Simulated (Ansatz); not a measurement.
BaHfSn6B2: reading a single point

```
Ba Hf B Sn
1.0
     3.19739    5.53805    0.00000
    -3.19739    5.53805    0.00000
    -3.19739    1.84601    6.95646
Ba Hf B Sn
1 1 2 6
Direct
  0.00000 0.00000 0.00000
  0.50000 0.00000 0.50000
  0.76580 0.46840 0.29740
  0.23420 0.53160 0.70260
  0.07670 0.28690 0.29050
  0.63640 0.78620 0.29050
  0.57740 0.34590 0.29050
  0.92330 0.71310 0.70950
  0.36360 0.21380 0.70950
  0.42260 0.65410 0.70950
```

Level: PBE, no spin polarisation; 420 eV; 6×6×6 Γ-centred mesh; fermi-dirac occupations (width 0.1 eV); Ansatz 0.2.0, fixed geometry.

**Question.** Is the cell too large or too small?

**Answer.** The pressure is 44.6 GPa (compression positive), so with the atoms held at these fractions the cell would first expand; the forces are large, so a full relaxation may end otherwise. The principal stresses 12.4, 60.7, 60.7 GPa differ, so its shape would change too.

**Question.** What is the formation energy?

**Answer.** 2.24 eV an atom against the elements' usual phases (free molecules for gases, crystals otherwise, with no correction for O₂ or N₂), so at this geometry it isn't bound against them. Relaxing would lower it.

**Question.** What happens at the Fermi level?

**Answer.** It is a metal, with about 3.2 states/eV a cell as the mean within 0.25 eV of the Fermi level, mostly Sn p (59 %).

**Question.** Which atom feels the largest force, and which way?

**Answer.** The largest is on Sn7 (and as large on other atoms): 9.31 eV/Å, components (-1.39, -8.90, -2.35). It makes 167° with the line to a nearest neighbour, B3 at 1.75 Å, pointing away from it.

Origin: a known structure type with other elements, at an estimated volume, so it need not be a known compound. Caveats: atoms or cell far from equilibrium.
